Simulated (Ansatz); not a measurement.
Task: Each is relaxed and computed with r²SCAN in the plane-wave PAW code Ansatz. Which is the only metal?
A. Ba2Zn3As2O2, I4/mmm (Pearson symbol tI18)
B. FeTeAs, P2_1/c (Fe on 4e, Te on 4e, As on 4e)
C. Rb2NiO2, I4/mmm (Rb on 4e, Ni on 2a, O on 4e)
D. RbCo2As2, I4/mmm (Rb on 2a, Co on 4d, As on 4e)

Result: D, RbCo2As2, I4/mmm (Rb on 2a, Co on 4d, As on 4e). RbCo2As2: metal; Ba2Zn3As2O2: gap 0.65 eV (indirect); Rb2NiO2: gap 1.80 eV (indirect); FeTeAs: gap 0.93 eV (direct). Spin orders computed, not proven ground states: Rb2NiO2, I4/mmm (Rb on 4e, Ni on 2a, O on 4e) ferromagnetic. Standing as an ambient phase not checked: RbCo2As2, I4/mmm (Rb on 2a, Co on 4d, As on 4e); Ba2Zn3As2O2, I4/mmm (Pearson symbol tI18); Rb2NiO2, I4/mmm (Rb on 4e, Ni on 2a, O on 4e); FeTeAs, P2_1/c (Fe on 4e, Te on 4e, As on 4e). All cells were relaxed under the symmetry of their starts (and spin orders); stability against distortions was not tested throughout. Rows with no word on spin ran without spin polarisation. No Hubbard U is applied. Spin–orbit coupling is left out wherever it is not named.

Potentials: the later of the program's two PAW sets.
